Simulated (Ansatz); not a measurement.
Te:
```yaml
crystal:
  lattice:
    - [0.00000, 3.57080, 3.57080]
    - [3.57080, 0.00000, 3.57080]
    - [3.57080, 3.57080, 0.00000]
  atoms:
    - { symbol: Te, position: [0.00000, 0.00000, 0.00000] }
    - { symbol: Te, position: [0.25000, 0.25000, 0.25000] }
```

Relaxed with r²SCAN. Special points in fractions of this cell's reciprocal vectors: Γ (0.000, 0.000, 0.000); X (0.500, 0.000, 0.500); U (0.625, 0.250, 0.625); K (0.375, 0.375, 0.750); L (0.500, 0.500, 0.500); W (0.500, 0.250, 0.750).

Question: List the band energies nearest the Fermi level at these points for r²SCAN with spin–orbit coupling (plane waves, PAW; program Ansatz).

Answer: In eV from the Fermi level; about four levels below and three above (degenerate sets whole), none deeper than 8.9 eV; points with the same levels are listed once.

| k | below | above |
|---|---|---|
| Γ | -0.47 -0.47 -0.47 -0.47 | 3.97 3.97 6.42 6.42 6.42 6.42 |
| X | -1.64 -1.64 -1.64 -1.64 | 2.07 2.07 2.07 2.07 |
| U | -1.87 -1.87 -0.52 -0.52 | 1.47 1.47 1.64 1.64 |
| L | -3.62 -3.62 -3.57 -3.57 | 0.02 0.02 0.54 0.54 |
| W | -1.27 -1.27 -0.72 -0.72 | 1.28 1.28 1.50 1.50 |

Space group Fd-3m (diamond). The start of the workflow was typed in or built on a structure type; neither database checked (COD, Materials Project) lists it. It is not the phase usual at ambient conditions (space group No. 152). The cell was relaxed with r²SCAN under the symmetry of its start; its stability against distortions is not shown here.

Potentials: the later of the program's two PAW sets.
